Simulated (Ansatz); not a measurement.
PbI$_{2}$:
```yaml
crystal:
  lattice:
    - [4.51125, 0.00000, 0.00000]
    - [-2.25563, 3.90686, 0.00000]
    - [0.00000, 0.00000, 16.52458]
  atoms:
    - { symbol: Pb, position: [0.33333, 0.66667, 0.25000] }
    - { symbol: Pb, position: [0.66667, 0.33333, 0.75000] }
    - { symbol: I, position: [0.33333, 0.66667, 0.62734] }
    - { symbol: I, position: [0.66667, 0.33333, 0.12734] }
    - { symbol: I, position: [0.66667, 0.33333, 0.37266] }
    - { symbol: I, position: [0.33333, 0.66667, 0.87266] }
```

This is the PBE-relaxed structure. Cartesian axes are those of the cell as given.

Question: All from PBE in the plane-wave PAW code Ansatz, unless another level is named. Predict the band gap.

Answer: 2.56 eV (indirect).

Question: What about the smallest direct gap on the standard path?

Answer: 2.76 eV.

Question: And the weight of the conduction-edge state by species (Voronoi cells)?

Answer: Pb 52 %, I 48 %.

Question: Predict the valence-band maximum.

Answer: off the standard path, at k = (-0.099, 0.198, -0.328).

Question: Predict the weight of the valence-edge state by species (Voronoi cells).

Answer: I 88 %, Pb 12 %.

Space group P6_3/mmc. A made-up cell: these elements were put on the sites of a structure type; neither database checked (COD, Materials Project) lists it. It is not the phase usual at ambient conditions (space group No. 164). The cell was relaxed with PBE under the symmetry of its start; whether a distortion lowers the energy is not shown. A crystal of weakly bound layers computed without a dispersion correction: the cell and the soft elastic constants depend strongly on that. Spin–orbit coupling is left out wherever it is not named.

Potentials: the later of the program's two PAW sets.
